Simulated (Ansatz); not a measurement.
**Deforming Si**

```yaml
crystal:
  lattice:
    - [0.00000, 2.71547, 2.71547]
    - [2.71547, 0.00000, 2.71547]
    - [2.71547, 2.71547, 0.00000]
  atoms:
    - { symbol: Si, position: [0.50000, 0.50000, 0.50000] }
    - { symbol: Si, position: [0.75000, 0.75000, 0.75000] }
```

Atom numbers follow the list: Si1, Si2.

The conventional cell has a = 5.431 Å, b = 5.431 Å, c = 5.431 Å, α = 90.00°, β = 90.00°, γ = 90.00°. Si (atom 1) has 4 Si at 2.35 Å as nearest neighbours.

Structure: COD 9011998, as refined from experiment and not relaxed.

The calculation used DFT, LDA, PAW with Ansatz's default frozen-core files, scalar-relativistic in Ansatz 0.2.0.

Sampling and basis: a Γ-centred 11×11×11 k mesh, Fermi–Dirac smearing of 0.08 eV, cutoff 420 eV, no spin polarisation; the PAW files were made with PBE, and the program remakes their frozen cores for this functional.

The unchanged cell is at -1.50 GPa.

Semilocal functionals give too small gaps.

x, y and z are the Cartesian axes of the cell as listed; fractional coordinates follow a strain, and an engineering shear is twice the off-diagonal strain component.

Vzz stands for the principal value of largest size of the field-gradient tensor, whatever its axis.

(1) One change gave: energy change +16.0 meV/atom; stress change (xx, yy, zz, yz, xz, xy) 0.30, 0.30, 0.30, -2.83, -2.83, -2.83 GPa, compression positive; change of the force on Si2 (-0.239, -0.239, -0.239) eV/Å; Vzz in 10²¹ V/m²: Si1 0 → 1.17 (η = 0.00); gap on the k mesh 0.49 → 0.39 eV. Which change was it?
A. equal xy, yz and zx engineering shear strains of -1 %
B. equal xy, yz and zx engineering shear strains of -2 %
C. equal xy, yz and zx engineering shear strains of +1 %
D. equal xy, yz and zx engineering shear strains of -3 %
E. equal xy, yz and zx engineering shear strains of +2 %
F. equal xy, yz and zx engineering shear strains of +3 %

Answers

(1) F. For equal xy, yz and zx engineering shear strains of -3 %: energy change +17.8 meV/atom; stress change (xx, yy, zz, yz, xz, xy) 0.33, 0.33, 0.33, 3.22, 3.22, 3.22 GPa, compression positive; change of the force on Si1 (-0.327, -0.327, -0.327) eV/Å; Vzz in 10²¹ V/m²: Si1 0 → -1.22 (η = 0.00); gap on the k mesh 0.49 → 0.38 eV. For equal xy, yz and zx engineering shear strains of -1 %: energy change +1.9 meV/atom; stress change (xx, yy, zz, yz, xz, xy) 0.03, 0.03, 0.03, 1.02, 1.02, 1.02 GPa, compression positive; change of the force on Si1 (-0.098, -0.098, -0.098) eV/Å; Vzz in 10²¹ V/m²: Si1 0 → -0.40 (η = 0.00); gap on the k mesh 0.49 → 0.47 eV. For equal xy, yz and zx engineering shear strains of +2 %: energy change +7.2 meV/atom; stress change (xx, yy, zz, yz, xz, xy) 0.13, 0.13, 0.13, -1.92, -1.92, -1.92 GPa, compression positive; change of the force on Si2 (-0.168, -0.168, -0.168) eV/Å; Vzz in 10²¹ V/m²: Si1 0 → 0.78 (η = 0.00); gap on the k mesh 0.49 → 0.44 eV. For equal xy, yz and zx engineering shear strains of -2 %: energy change +7.7 meV/atom; stress change (xx, yy, zz, yz, xz, xy) 0.14, 0.14, 0.14, 2.10, 2.10, 2.10 GPa, compression positive; change of the force on Si1 (-0.207, -0.207, -0.207) eV/Å; Vzz in 10²¹ V/m²: Si1 0 → -0.80 (η = 0.00); gap on the k mesh 0.49 → 0.43 eV. For equal xy, yz and zx engineering shear strains of +1 %: energy change +1.8 meV/atom; stress change (xx, yy, zz, yz, xz, xy) 0.03, 0.03, 0.03, -0.98, -0.98, -0.98 GPa, compression positive; change of the force on Si2 (-0.088, -0.088, -0.088) eV/Å; Vzz in 10²¹ V/m²: Si1 0 → 0.39 (η = 0.00); gap on the k mesh 0.49 → 0.47 eV.
